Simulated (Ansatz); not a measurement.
A relaxation computed with Ansatz, from input to last step.

```yaml
crystal:
  lattice:
    - [6.6984328664, 0.0, 0.0]
    - [-3.3492164332, 5.8010130278, 0.0]
    - [0.0, 0.0, 4.0787955538]
  atoms:
    - { symbol: Sr, position: [0.0, 0.0, 0.0] }
    - { symbol: Al, position: [0.3333333333, 0.6666666667, 0.0] }
    - { symbol: Al, position: [0.6666666667, 0.3333333333, 0.0] }
    - { symbol: Te, position: [0.5, 0.0, 0.5] }
    - { symbol: Te, position: [0.5, 0.5, 0.5] }
    - { symbol: Te, position: [0.0, 0.5, 0.5] }
basis:
  ecutwfc: 420
kpoints:
  mp_grid: { grid: [3, 3, 4] }
hamiltonian:
  xc: pbe
scf:
  occupations: { method: gaussian, width: 0.1 }
  lower_state_search: "off"
output:
  forces: true
  stress: true
  eigenvalues: true
relax:
  adjacent_minimum: "off"
  f_tol: 0.04
  max_steps: 70
  cell: { stress_tol: 0.4 }
```

```bash
ansatz run input.yaml --threads 1 --pin off --max-ram 2560MiB --backend cpu --events-out ev --progress --plain --runs-dir out
```

The calculation used DFT PBE, scalar-relativistic, plane waves, PAW in Ansatz 0.2.0.

Of 6 frames 6 are shown, positions in Å and forces in eV/Å; the SCF threshold varies from step to step. Steps run on the plane waves of an earlier cell, with a Pulay correction in the pressure. The basis is chosen afresh for the last frame, the zero of the energies, and at times for earlier ones too; energy and pressure can step there, also at an unchanged geometry. Where two frames share a geometry here, they differ by under 2 meV/atom and 0.3 GPa.

```xyz
6
Lattice="6.6984 0.0000 0.0000 -3.3492 5.8010 0.0000 0.0000 0.0000 4.0788" Properties=species:S:1:pos:R:3:forces:R:3 pbc="T T T" step=1 free_energy_over_end_meV_per_atom=171.00 pressure_GPa=7.24
Sr    0.0000    0.0000    0.0000    0.0000    0.0000    0.0000
Al    0.0000    3.8673    0.0000    0.0000    0.0000    0.0000
Al    3.3492    1.9337    0.0000    0.0000    0.0000    0.0000
Te    3.3492    0.0000    2.0394    0.0000    0.0000    0.0000
Te    1.6746    2.9005    2.0394    0.0000    0.0000    0.0000
Te   -1.6746    2.9005    2.0394    0.0000    0.0000    0.0000
6
Lattice="7.0319 0.0000 0.0000 -3.5160 6.0898 0.0000 0.0000 0.0000 4.1389" Properties=species:S:1:pos:R:3:forces:R:3 pbc="T T T" step=2 free_energy_over_end_meV_per_atom=70.80 pressure_GPa=1.47
Sr    0.0000    0.0000    0.0000    0.0000    0.0000    0.0000
Al    0.0000    4.0599    0.0000    0.0000    0.0000    0.0000
Al    3.5160    2.0299    0.0000    0.0000    0.0000    0.0000
Te    3.5160    0.0000    2.0694    0.0000    0.0000    0.0000
Te    1.7580    3.0449    2.0694    0.0000    0.0000    0.0000
Te   -1.7580    3.0449    2.0694    0.0000    0.0000    0.0000
6
Lattice="7.3522 0.0000 0.0000 -3.6761 6.3672 0.0000 0.0000 0.0000 3.9815" Properties=species:S:1:pos:R:3:forces:R:3 pbc="T T T" step=3 free_energy_over_end_meV_per_atom=9.49 pressure_GPa=-0.39
Sr    0.0000    0.0000    0.0000    0.0000    0.0000    0.0000
Al    0.0000    4.2448    0.0000    0.0000    0.0000    0.0000
Al    3.6761    2.1224    0.0000    0.0000    0.0000    0.0000
Te    3.6761    0.0000    1.9908    0.0000    0.0000    0.0000
Te    1.8380    3.1836    1.9908    0.0000    0.0000    0.0000
Te   -1.8380    3.1836    1.9908    0.0000    0.0000    0.0000
6
Lattice="7.4937 0.0000 0.0000 -3.7468 6.4897 0.0000 0.0000 0.0000 3.8515" Properties=species:S:1:pos:R:3:forces:R:3 pbc="T T T" step=4 free_energy_over_end_meV_per_atom=4.14 pressure_GPa=-0.55
Sr    0.0000    0.0000    0.0000    0.0000    0.0000    0.0000
Al    0.0000    4.3265    0.0000    0.0000    0.0000    0.0000
Al    3.7468    2.1632    0.0000    0.0000    0.0000    0.0000
Te    3.7468    0.0000    1.9257    0.0000    0.0000    0.0000
Te    1.8734    3.2449    1.9257    0.0000    0.0000    0.0000
Te   -1.8734    3.2449    1.9257    0.0000    0.0000    0.0000
6
Lattice="7.4032 0.0000 0.0000 -3.7016 6.4114 0.0000 0.0000 0.0000 3.8721" Properties=species:S:1:pos:R:3:forces:R:3 pbc="T T T" step=5 free_energy_over_end_meV_per_atom=1.66 pressure_GPa=0.14
Sr    0.0000    0.0000    0.0000    0.0000    0.0000    0.0000
Al    0.0000    4.2742    0.0000    0.0000    0.0000    0.0000
Al    3.7016    2.1371    0.0000    0.0000    0.0000    0.0000
Te    3.7016    0.0000    1.9361    0.0000    0.0000    0.0000
Te    1.8508    3.2057    1.9361    0.0000    0.0000    0.0000
Te   -1.8508    3.2057    1.9361    0.0000    0.0000    0.0000
6
Lattice="7.4032 0.0000 0.0000 -3.7016 6.4114 0.0000 0.0000 0.0000 3.8721" Properties=species:S:1:pos:R:3:forces:R:3 pbc="T T T" step=6 free_energy_over_end_meV_per_atom=0.00 pressure_GPa=0.21
Sr    0.0000    0.0000    0.0000    0.0000    0.0000    0.0000
Al    0.0000    4.2742    0.0000    0.0000    0.0000    0.0000
Al    3.7016    2.1371    0.0000    0.0000    0.0000    0.0000
Te    3.7016    0.0000    1.9361    0.0000    0.0000    0.0000
Te    1.8508    3.2057    1.9361    0.0000    0.0000    0.0000
Te   -1.8508    3.2057    1.9361    0.0000    0.0000    0.0000
```

The start puts this composition into another compound's structure type, which needn't suit it. At the end the space group is P6/mmm (tolerance 0.05 Å).

It took 16 s on 1 thread of Oxide Virtual Turin-like Processor (Zen 5), on a shared host, peak memory 0.47 GiB.

The k mesh is coarse.